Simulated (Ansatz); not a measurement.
**Zn, before and after**

The guess for Zn was made by a generator: random sheet by layer group and Wyckoff sites. Lengths were set from tabulated atomic sizes, so they are only a guess.

This is a two-dimensional sheet: the third axis spans vacuum and isn't periodic. Symmetry isn't written into the files.

POSCAR.start

```
Zn
1.0
     2.73527    0.00000    0.00000
    -1.36763    2.36881    0.00000
     0.00000    0.00000   17.00000
Zn
2
Direct
  0.00000 0.00000 0.56193
  0.00000 0.00000 0.43807
```

Theory: DFT PBE, scalar-relativistic, plane waves, PAW (Ansatz 0.2.0). Cutoff 420 eV, Gaussian smearing, Γ-centred meshes. In-plane cell and atoms relax first on a coarse mesh and then on a finer one. In metals the finer mesh still leaves noise of several meV/atom or more. The steps can't lower the symmetry of their start. No spin polarisation.

POSCAR.end

```
Zn
1.0
     2.55747    0.00000    0.00000
    -1.27874    2.21483    0.00000
     0.00000    0.00000   29.90647
Zn
2
Direct
  0.00000 0.00000 0.33372
  0.00000 0.00000 0.23472
```

The symmetry stays p6/mmm (No. 80). The area per atom shrinks by 12.6 %, from 3.2 to 2.8 Å². The shortest distance goes from 2.11 Å (Zn–Zn) to 2.56 Å (Zn–Zn). The energy falls by about 0.58 eV/atom (the start's value is from the coarse mesh). The program sets the height of the box itself, so the height of the cell differs between start and end.

```yaml
Layer_group: p6/mmm (No. 80)
In-plane_cell: a = 2.557 Å, b = 2.557 Å, γ = 120.0°
Area_per_atom: 2.83 Å²
Thickness_between_the_outermost_nuclei: 2.96 Å
Energy_over_the_standard_state: +0.18 eV/atom
Gap_on_the_24×24×1_mesh_of_the_2-atom_cell: 0 eV (a metal)
```

Energies count from the standard state of Zn at the same level. So it is a metastable form at best.

The last run used Gaussian smearing of 0.10 eV. Symmetry constrained the relaxation, so the result can be a saddle point. In all, the 4 runs took 79 s on 1 thread of Intel(R) Xeon(R) 6975P-C (Granite Rapids), on a shared host.
